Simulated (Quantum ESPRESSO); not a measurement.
Space group F-43m (No. 216); a = b = c = 4.840 Å, α = β = γ = 90.00°

| atom | site | symmetry | x | y | z |
|---|---|---|---|---|---|
| Be | 4a | -43m | 0.0000 | 0.0000 | 0.0000 |
| S | 4d | -43m | 0.7500 | 0.7500 | 0.7500 |
(The calculation used a cell of 2 atoms; values per cell refer to that cell.)

Cell and atoms were relaxed with PBEsol from Materials Project entry mp-422, within its symmetry.

Question: What does norm-conserving PBEsol (Quantum ESPRESSO, 88 Ry, no spin-orbit coupling) give for the electronic structure near the Fermi level?

Answer: The PBEsol gap is indirect, 2.92 eV, from Γ to X; the smallest direct gap is 5.55 eV.
